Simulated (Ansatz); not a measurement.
Al3Sb2P: start and end of a relaxation

Recipe of this trial structure of Al3Sb2P: random cell by space group and Wyckoff sites (P6mm, No. 183). Lengths were set from tabulated atomic sizes, so they are only a guess.

start.cif

```cif
data_structure
_symmetry_space_group_name_H-M 'P6mm'
_symmetry_Int_Tables_number 183
_cell_length_a 4.8178
_cell_length_b 4.8178
_cell_length_c 6.4969
_cell_angle_alpha 90.000
_cell_angle_beta 90.000
_cell_angle_gamma 120.000
_cell_volume 130.60
loop_
_atom_site_label
_atom_site_type_symbol
_atom_site_symmetry_multiplicity
_atom_site_Wyckoff_symbol
_atom_site_fract_x
_atom_site_fract_y
_atom_site_fract_z
_atom_site_occupancy
Al1 Al 3 c 0.50000 0.00000 0.81152 1
Sb1 Sb 2 b 0.33333 0.66667 0.38910 1
P1 P 1 a 0.00000 0.00000 0.68583 1
```

These are results of DFT PBE, scalar-relativistic, plane waves, PAW in Ansatz, not measurements. Cutoff 420 eV, Gaussian smearing, Γ-centred meshes. Cell and atoms relax first on a coarse mesh and then on a finer one. In between, the cell is made exact in the group found at 0.06 Å. In metals the finer mesh still leaves noise of several meV/atom or more. The steps can't lower the symmetry of their start. No spin polarisation.

end.cif

```cif
data_structure
_symmetry_space_group_name_H-M 'P6/mmm'
_symmetry_Int_Tables_number 191
_cell_length_a 5.2989
_cell_length_b 5.2989
_cell_length_c 5.6865
_cell_angle_alpha 90.000
_cell_angle_beta 90.000
_cell_angle_gamma 120.000
_cell_volume 138.28
loop_
_atom_site_label
_atom_site_type_symbol
_atom_site_symmetry_multiplicity
_atom_site_Wyckoff_symbol
_atom_site_fract_x
_atom_site_fract_y
_atom_site_fract_z
_atom_site_occupancy
Al1 Al 3 g 0.50000 0.00000 0.50000 1
Sb1 Sb 2 c 0.33333 0.66667 0.00000 1
P1 P 1 b 0.00000 0.00000 0.50000 1
```

The symmetry goes from P6mm (No. 183) to P6/mmm (No. 191). The volume per atom grows by 5.9 %, from 21.8 to 23.0 Å³. The shortest distance goes from 2.41 Å (Al–Al) to 2.65 Å (Al–P and Al–Al). The energy falls by about 0.35 eV/atom (the start's value is from the coarse mesh). The end is written in a standard setting, so origin, axes and order of atoms can differ from the start's.

| Property | Result |
| --- | --- |
| Volume per atom | 23.05 Å³ |
| Density | 4.27 g/cm³ |
| Formation energy | +0.22 eV/atom |
| Gap on the 12×12×8 mesh of the 6-atom cell | 0 eV (a metal) |

Energies over the elements count from the elements' standard structures at the same level, with no fitted energy shifts. The references include black phosphorus. The separate elements lie lower, so it is unstable against them.

The last run used Gaussian smearing of 0.10 eV. These runs have no spin–orbit coupling, which can matter for Sb. The reference form of P is held partly by dispersion forces, which this level lacks. A structure relaxed within its symmetry needn't be a true minimum. In all, the 3 runs took 6.3 min on 1 thread of AMD EPYC (Zen 3) (shared host). Another cell of Al3Sb2P relaxed alike, in P4mm, lies 139 meV/atom lower, so this cell isn't the stable form at this level.
